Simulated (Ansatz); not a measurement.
Ti₂HC:
```cif
data_C3H3Ti6
_chemical_formula_sum 'Ti6 H3 C3'
_space_group_name_H-M_alt 'R-3m :H'
_space_group_IT_number 166
_space_group_name_Hall '-R 3 2"'
_cell_length_a 3.09344
_cell_length_b 3.09344
_cell_length_c 14.37830
_cell_angle_alpha 90.000
_cell_angle_beta 90.000
_cell_angle_gamma 120.000
loop_
_atom_site_label
_atom_site_type_symbol
_atom_site_symmetry_multiplicity
_atom_site_Wyckoff_symbol
_atom_site_fract_x
_atom_site_fract_y
_atom_site_fract_z
_atom_site_occupancy
Ti1 Ti 6 c 0.00000 0.00000 0.24371 1
H1 H 3 a 0.00000 0.00000 0.00000 1
C1 C 3 b 0.00000 0.00000 0.50000 1
```
(The calculation used a cell of 4 atoms; values per cell refer to that cell.)

Relaxed with r²SCAN.

### Question
Which orbitals make up the states near the Fermi level in the program Ansatz at the r²SCAN level (PAW)?

### Answer
Within 0.5 eV of the Fermi level: Ti 3d 88 %. Projections are on Löwdin-orthogonalised atomic valence shells; empty p or d shells of many metals are not among them.

### Question
Tabulate the density of states.

### Answer
States/eV per cell of 4 atoms, in 0.25 eV bins, energy from the Fermi level.

```csv
E (eV),total,Ti 3d,C 2p,H 1s
-7.85,0.24,0.02,0.03,0.09
-7.60,0.35,0.03,0.03,0.14
-7.35,0.54,0.08,0.05,0.23
-7.10,1.00,0.19,0.07,0.43
-6.85,1.42,0.31,0.09,0.64
-6.60,1.06,0.25,0.09,0.51
-6.35,1.28,0.32,0.11,0.66
-6.10,1.39,0.38,0.07,0.80
-5.85,0.47,0.16,0.01,0.29
-5.60,0.01,0.00,0.00,0.00
-5.35,0.21,0.07,0.09,0.01
-5.10,0.50,0.17,0.22,0.03
-4.85,0.95,0.32,0.42,0.06
-4.60,2.10,0.72,0.99,0.12
-4.35,1.88,0.67,0.89,0.11
-4.10,1.70,0.60,0.84,0.09
-3.85,0.99,0.37,0.50,0.04
-3.60,2.53,0.98,1.31,0.10
-3.35,6.16,2.25,3.45,0.16
-3.10,3.83,1.71,1.88,0.14
-2.85,3.13,1.43,1.58,0.06
-2.60,0.02,0.01,0.01,0.00
-2.35,0.00,0.00,0.00,0.00
-2.10,0.00,0.00,0.00,0.00
-1.85,0.27,0.26,0.00,0.00
-1.60,1.06,0.98,0.02,0.00
-1.35,1.49,1.35,0.04,0.00
-1.10,2.38,2.12,0.06,0.00
-0.85,1.09,1.00,0.02,0.00
-0.60,1.58,1.37,0.04,0.00
-0.35,2.18,1.89,0.06,0.01
-0.10,2.22,1.94,0.08,0.01
0.15,2.41,2.05,0.13,0.00
0.40,1.48,1.38,0.03,0.00
0.65,1.65,1.53,0.04,0.00
0.90,2.29,2.16,0.05,0.00
1.15,2.04,1.93,0.04,0.00
1.40,2.19,2.09,0.04,0.00
1.65,2.06,1.96,0.04,0.01
1.90,3.17,2.95,0.10,0.03
2.15,2.99,2.77,0.13,0.03
2.40,3.07,2.87,0.11,0.02
2.65,4.61,4.35,0.15,0.03
2.90,4.96,4.68,0.15,0.05
3.15,3.94,3.70,0.12,0.04
3.40,3.60,3.21,0.14,0.07
3.65,1.95,1.54,0.18,0.06
3.90,1.52,1.07,0.24,0.04
4.15,1.53,1.00,0.31,0.03
4.40,2.24,1.43,0.51,0.04
4.65,3.21,1.99,0.74,0.08
```

The workflow started from a Materials Project entry (that database holds measured and hypothetical structures alike); the Crystallography Open Database copy checked does not list it. Whether it is the stable phase at ambient conditions was not checked. Symmetry was held in the r²SCAN relaxation; its stability against distortions is not shown here. The run is not spin-polarised.

Potentials: the later of the program's two PAW sets.
